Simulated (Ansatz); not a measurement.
An Ansatz (a program for electronic structure) run. Input:

Ansatz 0.2 input:
```yaml
crystal:
  lattice:
    - [4.6375312065, 0.0, 0.0]
    - [-2.3187656033, 4.0162198357, 0.0]
    - [0.0, 0.0, 10.1817293168]
  atoms:
    - { symbol: In, position: [0.5002253038, 0.0, 0.6666666667] }
    - { symbol: In, position: [0.0, 0.5002253038, 0.3333333333] }
    - { symbol: In, position: [0.4997746962, 0.4997746962, 0.0] }
    - { symbol: Sb, position: [0.5001317639, 0.0, 0.1666666667] }
    - { symbol: Sb, position: [0.0, 0.5001317639, 0.8333333333] }
    - { symbol: Sb, position: [0.4998682361, 0.4998682361, 0.5] }
kpoints:
  mp_grid: { grid: [10, 10, 4] }
hamiltonian:
  xc: r2scan
  pseudopotentials: { azcp: { folder: ./paw }, kind: paw }
scf:
  occupations: { method: gaussian, width: 0.05 }
checkpoint: { read: metal.run }
output: { write_density: true, elf: true, volumetric_format: npy }
basis: { fft_grid_basis: typed }
```

Output (shortened):

```
Pseudopotential: In, paw, valence charge 13
Pseudopotential: Sb, paw, valence charge 15
Functional definition: r2SCAN
Crystal: 6 atoms, lattice volume = 189.638 Å³
Basis set: ecut = 500 eV, 4879 PW (Γ), exchange–correlation on 144×144×300 points (64 copies of the dense FFT grid, shifted against one another)
Bands: 51, of which v1, the nominal top of the filled ones, is band 42 counted from 1 (41 counted from 0)
Symmetry: 6 space group operations
Space group: P3221 (ITA 154), of the structure as read, at distance tolerance 5.7e-5 Å
k-points: 50 of 400 (time reversal used)
Stability of the state it starts from, as read at its close in the unpolarized treatment …
iter 1 solved again at ethr=1.58e-7 eV; its pass at ethr=3.10e-3 eV (dr2=1.33e-4 eV) is discarded
SCF iter   1: F=—  HF=-36333.946374 eV  |F-HF|=—  |Δ(HF+E_count)|=         —  Δρ=2.84e-7  dr2=9.27e-11  dr2_τ=4.34e-12  ethr=1.58e-7  ⟨swp⟩=3.9  Hψ=19205  notcnv=0
preconditioner: auto → Kerker (q_TF=auto, 2.382 Å⁻¹)
SCF iter   2: F=—  HF=-36333.946302 eV  |F-HF|=—  |Δ(HF+E_count)|=   7.27e-5  Δρ=1.58e-7  dr2=3.94e-11  dr2_τ=4.81e-12  ethr=1.00e-12  ⟨swp⟩=8.3  Hψ=10996  notcnv=0
SCF iter   3: F=-36333.946302 eV  HF=-36333.946302 eV  |F-HF|=1.46e-11  |Δ(HF+E_count)|=    0.00e0  Δρ=1.08e-7  dr2=2.33e-11  dr2_τ=5.87e-13  ethr=1.00e-12  ⟨swp⟩=1.0  Hψ=5302  notcnv=0
SCF 1 converged in 3 iterations: F = -36333.946302 eV  dr2 = 2.33e-11
SCF converged after 3 iterations
Free energy (F): -36333.946302 eV
Harris-Foulkes:  -36333.946302 eV  (|F-HF|=1.46e-11)
Internal energy: -36333.945593 eV  (E = F + TS)
E sigma→0 (E₀):  -36333.945948 eV
Entropy (-TS):   -0.000708 eV (-0.118 meV/atom)
Fermi energy:    8.468594 eV
--- Per-component energies (eV) ---
  E_band       = -750.779276
  E_kinetic    = 1139.662843
  E_local      = -8685.604593  (includes V_loc(G=0)·N_el)
  E_nonlocal   = 2154.293840
  E_hartree    = 3573.698309
  E_xc         = -664.554022
  E_vxc        = -566.344819  (∫ρ·V_xc dr)
  E_paw        = -26410.563765  (= ΣΔE_a)
  E_vpaw       = -1976.527537  (= ΣTr[D̂ρ^β])
  E_aug_tail   = -0.000107  (compensation charges beyond the density's cutoff)
  E_vtau       = 36.344623  (kinetic-family band-sum trace: ∫τ·v_τ [+ j·A + Jᵃ·Aᵃ] dr)
  E_ewald      = -7445.292919
  E_core_change = 4.414820  (= ΣΔE_core)
  E_smearing   = -0.000708  (= −TS)
  E_closure    = 0.000000  (closes the sum)
  Σ components = -36333.946302   (vs F -36333.946302, Δ=0.00e0)
  [band-id]    e_kinetic+e_local+e_nonlocal+2·e_hartree+e_vxc+e_vpaw+e_augmentation_tail+e_vtau = -750.779132   (vs E_band -750.779276, Δ=1.45e-4)
--- Band table (eV; the first three rows and the last of 50) ---
  k-point 0: bands = ["-21.1120", "-21.1120", "-21.1060", "-21.0887", "-21.0887", "-21.0884", "-21.0740", "-21.0740", "-21.0733", "-21.0610", "-21.0580", "-21.0580", "-21.0525", "-21.0489", "-21.0489", "-6.9439", "-6.9439", "-6.9215", "-6.9215", "-6.8872", …
  k-point 1: bands = ["-21.1134", "-21.1100", "-21.1066", "-21.0887", "-21.0887", "-21.0884", "-21.0742", "-21.0737", "-21.0733", "-21.0607", "-21.0589", "-21.0573", "-21.0522", "-21.0501", "-21.0481", "-6.9623", "-6.9270", "-6.9185", "-6.9129", "-6.8938", …
  k-point 2: bands = ["-21.1139", "-21.1081", "-21.1081", "-21.0886", "-21.0886", "-21.0886", "-21.0743", "-21.0734", "-21.0734", "-21.0599", "-21.0599", "-21.0571", "-21.0513", "-21.0513", "-21.0478", "-6.9690", "-6.9289", "-6.9029", "-6.9029", "-6.8927", …
  k-point 49: bands = ["-21.1128", "-21.1120", "-21.1075", "-21.0876", "-21.0873", "-21.0866", "-21.0729", "-21.0726", "-21.0725", "-21.0607", "-21.0591", "-21.0587", "-21.0498", "-21.0488", "-21.0482", "-6.9974", "-6.9931", "-6.9263", "-6.9249", "-6.8769", …
```

Cost: about 70 core-seconds (a rough figure) on shared cores.

Space group P6_222. The start of the workflow was typed in or built on a structure type; neither database checked (COD, Materials Project) lists it. It is not the phase usual at ambient conditions (space group No. 216). Symmetry was held in the r²SCAN relaxation; its stability against distortions is not shown here. Point labels and valley counts follow the cell and symmetry of the run, lower than the named group. Spin–orbit coupling is left out wherever it is not named.

Potentials: the earlier of the program's two PAW sets.

Ansatz is a plane-wave DFT program.
